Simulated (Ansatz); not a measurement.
Be:
```
Be
1.0
    2.25507     0.00000     0.00000
   -1.12753     1.95294     0.00000
    0.00000     0.00000     3.55834
Be
2
Cartesian
  0.00000   1.30196   2.66876
  1.12753   0.65098   0.88959
```

Relaxed with PBEsol. Special points in fractions of this cell's reciprocal vectors: Γ (0.000, 0.000, 0.000); M (0.500, 0.000, 0.000); K (0.333, 0.333, 0.000); A (0.000, 0.000, 0.500); L (0.500, 0.000, 0.500); H (0.333, 0.333, 0.500).

Q: List the band energies nearest the Fermi level at these points for plane-wave PAW PBEsol (Ansatz code).

A: In eV from the Fermi level; about four levels below and three above (degenerate sets whole), none deeper than 8.9 eV; … stands for higher levels left out; points with the same levels are listed once.

```json
[
 {"k": "Γ", "below": "-4.54", "above": "1.08 …"},
 {"k": "M", "below": "-5.08 -3.17", "above": "3.60 6.47 …"},
 {"k": "K", "below": "-2.54 -1.03 -1.03", "above": "…"},
 {"k": "A", "below": "–", "above": "10.68 10.68 …"},
 {"k": "L", "below": "-3.70 -3.70", "above": "1.58 1.58 …"},
 {"k": "H", "below": "-1.17 -1.17", "above": "0.30 0.30 …"}
]
```

Space group P6_3/mmc (hcp (Mg type)). The cell was relaxed with PBEsol under the symmetry of its start.

Potentials: the later of the program's two PAW sets.
